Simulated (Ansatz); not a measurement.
Is this Cd3Hg2S5 structure a true minimum?

The structure comes from a generated guess, relaxed at this level; another structure or a mixture of phases may lie lower.

Level of theory: DFT PBE, scalar-relativistic, plane waves, PAW (Ansatz). Plane waves to 420 eV, a k mesh through Γ of 12×12×12 on the computed 10-atom cell and Gaussian smearing (0.02 eV); no spin polarisation.

The cell below (10 atoms, space group I-4m2 (No. 119)) is relaxed within its symmetry.

```
Cd Hg S
1.0
    -2.10587    2.10587   14.85160
     2.10587   -2.10587   14.85160
     2.10587    2.10587  -14.85160
Cd Hg S
3 2 5
Direct
  0.70041 0.70041 0.00000
  0.29959 0.29959 0.00000
  0.50000 0.50000 0.00000
  0.89978 0.89978 0.00000
  0.10022 0.10022 0.00000
  0.25000 0.75000 0.50000
  0.84899 0.34899 0.50000
  0.45059 0.95059 0.50000
  0.04941 0.54941 0.50000
  0.65101 0.15101 0.50000
```

For the test it was strained at random (σ = 1.5 % a component), the atoms were moved at random (σ = 0.10 Å), and all was relaxed again on a coarse 4×4×4 mesh (in the run’s order of axes) with 0.10 eV smearing, with no symmetry imposed.

Spin–orbit coupling, which can matter for Hg, is left out.

Problem. What happens?

Solution. It returns, within 1 meV/atom of the unmoved cell on that mesh and with the same symmetry when read at 0.1 Å (P1 at 0.01 Å, so small strains and shifts remain). So it is stable against the distortions that fit this cell and that this random move excites. Modes that don't fit the cell aren't tested.
